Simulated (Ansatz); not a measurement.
The calculation used Ansatz 0.2.0, DFT PBE, scalar-relativistic, plane waves, PAW. The screen uses 420 eV, coarse Γ-centred meshes (up to 0.6 Å⁻¹ on the start cell), Gaussian smearing of 0.15 eV, tolerances of 0.08 eV/Å and 0.8 GPa and 16 steps at most, with the symmetry of each start kept. Magnetic atoms start with parallel moments. Energies are free energies per atom, good to about 0.1 eV/atom between metallic cells, end volumes are rough, and groups of ends are read at 0.1 Å.

Two unrelaxed guesses for SrTi₂O₄:

A.

```yaml
crystal:
  lattice:
    - [5.20000, 0.00000, 0.00000]
    - [0.00000, 3.00000, 0.00000]
    - [0.00000, 0.00000, 5.80000]
  atoms:
    - { symbol: Sr, position: [0.00000, 0.00000, 0.50000] }
    - { symbol: Ti, position: [0.50000, 0.50000, 0.00000] }
    - { symbol: Ti, position: [0.00000, 0.00000, 0.00000] }
    - { symbol: O, position: [0.83300, 0.50000, 0.19000] }
    - { symbol: O, position: [0.16700, 0.50000, 0.81000] }
    - { symbol: O, position: [0.66700, 0.00000, 0.81000] }
    - { symbol: O, position: [0.33300, 0.00000, 0.19000] }
```

B.

```yaml
crystal:
  lattice:
    - [3.00000, 0.00000, 0.00000]
    - [-1.50000, 2.59808, 0.00000]
    - [0.00000, 0.00000, 11.60000]
  atoms:
    - { symbol: Sr, position: [0.00000, 0.00000, 0.00000] }
    - { symbol: Ti, position: [0.00000, 0.00000, 0.75500] }
    - { symbol: Ti, position: [0.00000, 0.00000, 0.24500] }
    - { symbol: O, position: [0.33333, 0.66667, 0.66500] }
    - { symbol: O, position: [0.66667, 0.33333, 0.84500] }
    - { symbol: O, position: [0.33333, 0.66667, 0.15500] }
    - { symbol: O, position: [0.66667, 0.33333, 0.33500] }
```

Question: Does the order of the two change on relaxation?

Answer: As given, A is lower by 0.41 eV/atom. Relaxed, A is lower by 0.27 eV/atom, so the order holds. A goes from P2/m at 12.9 Å³/atom to P2/m at 13.2 Å³/atom and gains 0.04 eV/atom. B goes from P-3m1 at 12.9 Å³/atom to P-3m1 at 13.8 Å³/atom and gains 0.19 eV/atom. The closest pair in A goes from Ti–O at 2.05 Å to Ti–O at 2.02 Å. The closest pair in B goes from Ti–O at 2.02 Å to Ti–O at 1.97 Å. At the end: counting O atoms around Sr and Ti (those within 1.25 times the shortest such distance or 1.15 times the sum of covalent radii, 1.27 where that leaves under three; a plus sign parts nearer from farther groups), A has Sr 6, Ti 6 and B has Sr 6, Ti 3+3.

Other magnetic orders may lie lower.
